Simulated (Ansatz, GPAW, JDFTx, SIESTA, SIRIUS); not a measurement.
## HPbNO4: 6 runs at one level of theory

```
H Pb N O
1.0
     4.19923    0.11117    0.16817
     1.91600    3.89132    0.12568
     1.76085    1.25259    6.37266
H Pb N O
1 1 1 4
Direct
  0.89145 0.68202 0.62796
  0.14426 0.92872 0.88352
  0.25670 0.28861 0.30171
  0.83108 0.65056 0.78405
  0.38694 0.22380 0.11295
  0.31104 0.03576 0.45856
  0.07726 0.60633 0.32275
```

The cell comes from a database or a generator and needn't be the stable form of this composition.

Alike in all runs: task single point; functional PBE; k mesh 7 × 7 × 5; occupations fermi-dirac, width 0.05 eV; no spin polarisation; no spin-orbit coupling. Pressure is positive in compression and, in plane waves, holds the error of the finite cutoff, which Ansatz's Pulay term estimates and takes out.

| program and potentials | plane-wave cutoff (eV) | notes | pressure (GPa) | largest force (eV/Å) |
| --- | --- | --- | --- | --- |
| Ansatz, Ansatz PAW | 420 | Pulay term of +0.62 GPa included | 0.00 | - |
| SIESTA, files PseudoDojo sr-pbe-0.4.1-standard, DZP (energy shift 0.003 Ry; two zetas on semicore shells) | - | atomic basis | 2.61 | 1.327 |
| JDFTx, PseudoDojo-SR-PBE-0.5-standard (H, N, O) + PseudoDojo-SR-PBE-0.4.1-standard (Pb) with smoothed tails | 1143 | - | -0.07 | 0.177 |
| GPAW, GPAW PAW data sets (gpaw-data 1.2.1) | 800 | - | -0.27 | 0.094 |
| Ansatz, all-electron LAPW, scalar-relativistic | - | - | -0.10 | 0.051 |
| SIRIUS, PseudoDojo 0.4.1 PBE standard (scalar relativistic) | 1152 | - | -0.06 | 0.178 |

Force on atom 7 (O), eV/Å:

```
                                                                                     program and potentials       x       y       z
  SIESTA, files PseudoDojo sr-pbe-0.4.1-standard, DZP (energy shift 0.003 Ry; two zetas on semicore shells)  -0.115   1.311   0.170
JDFTx, PseudoDojo-SR-PBE-0.5-standard (H, N, O) + PseudoDojo-SR-PBE-0.4.1-standard (Pb) with smoothed tails  -0.002   0.034   0.005
                                                                 GPAW, GPAW PAW data sets (gpaw-data 1.2.1)   0.000   0.008  -0.002
                                                             Ansatz, all-electron LAPW, scalar-relativistic   0.005  -0.050  -0.008
                                                SIRIUS, PseudoDojo 0.4.1 PBE standard (scalar relativistic)  -0.002   0.032   0.005
```

The pressure spans -0.27 (GPAW, GPAW PAW data sets (gpaw-data 1.2.1)) to 2.61 GPa (SIESTA, files PseudoDojo sr-pbe-0.4.1-standard, DZP (energy shift 0.003 Ry; two zetas on semicore shells)), with all-electron results at -0.10. Rows in atomic bases carry the error of their basis and grid, which can be large.

The functional is the same throughout but for its coding, so the spread measures potentials, basis and numerics; runs on potential files found faulty are left out.
